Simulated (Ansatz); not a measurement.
# InO: axial (c/a) deformation path

Theory: Ansatz 0.2.0, DFT PBEsol, scalar-relativistic, plane waves, PAW. Cutoff 420 eV, Γ-centred 12×12×4 k-points, Gaussian smearing of 0.03 eV. No spin polarisation. Energies are free energies at this smearing, counted from the undisturbed cell; pressure is positive in compression.

The starting cell (as given, not relaxed at this level; it stands at -1.8 GPa, and it needn't be the usual structure):

```
In O
1.0
     3.45361    0.00000    0.00000
    -1.72681    2.99092    0.00000
     0.00000    0.00000   15.87710
In O
2 2
Direct
  0.66667 0.33333 0.59002
  0.66667 0.33333 0.40998
  0.00000 0.00000 0.63987
  0.00000 0.00000 0.36013
```

The cell holds layers and no dispersion correction was added, so their binding is poorly described.

At fixed volume and fractional coordinates, lengths along (0.000, 0.000, 1.000) are scaled against those across it; ρ is that ratio over its starting value.

| ρ | ΔE (meV/atom) |
| --- | --- |
| 0.850 | 160.5 |
| 0.920 | 49.0 |
| 0.960 | 15.6 |
| 1.000 | 0.0 |
| 1.050 | 1.6 |
| 1.100 | 22.8 |
| 1.200 | 110.0 |

Task: Predict the gap on the mesh (eV) at each point.

Result:
```tsv
ρ	gap on the mesh (eV)
0.850	0.23
0.920	0.40
0.960	0.42
1.000	0.33
1.050	0.18
1.100	0.00
1.200	0.00
```
Where the gap reads zero the k-mesh, chosen for the insulator, is on the coarse side.

Cost: 7 runs of about 3.1 core-minutes in all, on Intel Xeon Platinum 8259CL (Skylake/Cascade Lake) (shared hosts).